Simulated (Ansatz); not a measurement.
Relaxed BN (zinc blende):

```yaml
crystal:
  lattice:
    - [0.00000, 3.62409, 3.62409]
    - [1.81205, 0.00000, 1.81205]
    - [1.81205, 1.81205, 0.00000]
  atoms:
    - { symbol: N, position: [0.37500, 0.75000, 0.75000] }
    - { symbol: N, position: [0.87500, 0.75000, 0.75000] }
    - { symbol: B, position: [0.00000, 0.00000, 0.00000] }
    - { symbol: B, position: [0.50000, 0.00000, 0.00000] }
```

The atoms are displaced by Q × the pattern below (from a DFPT mode at L = (0.5, 0.0, 0.0), largest move 1; Q in Å), at fixed cell. (q is in reciprocal vectors of the primitive cell; the cell shown is doubled to hold the pattern.)

```json
[
 {"atom": "N1", "x": "-0.577", "y": "0.577", "z": "0.577"},
 {"atom": "N2", "x": "0.577", "y": "-0.577", "z": "-0.577"},
 {"atom": "B3", "x": "0.333", "y": "-0.333", "z": "-0.333"},
 {"atom": "B4", "x": "-0.333", "y": "0.333", "z": "0.333"}
]
```

Method: PBE (plane waves to 420 eV, PAW, scalar-relativistic; Ansatz, a first-principles code). k mesh 8×16×16 (Γ-centred), Fermi-Dirac smearing 0.05 eV. The energy includes the smearing's −TS. Left out: 2 of 13 points, with atoms too close for the PAW data. BN was relaxed with its symmetry unable to fall. The PAW data are Ansatz's earlier set. ΔE is measured from the undisplaced structure.

```csv
Q (Å),ΔE (meV/cell)
-0.233,4034
-0.140,1254
-0.047,129
0.047,129
0.140,1254
0.233,4034
```

Q: Which DFPT wavenumber at L = (0.5, 0.0, 0.0) belongs to this mode?
A. 953 cm⁻¹
B. 483 cm⁻¹
C. 1122 cm⁻¹

A: A, 953 cm⁻¹. The curvature of the scan gives 953 cm⁻¹

(A displaced cell: forces are minus the slopes of the energy, force constants its curvatures, and phonons follow from these.)
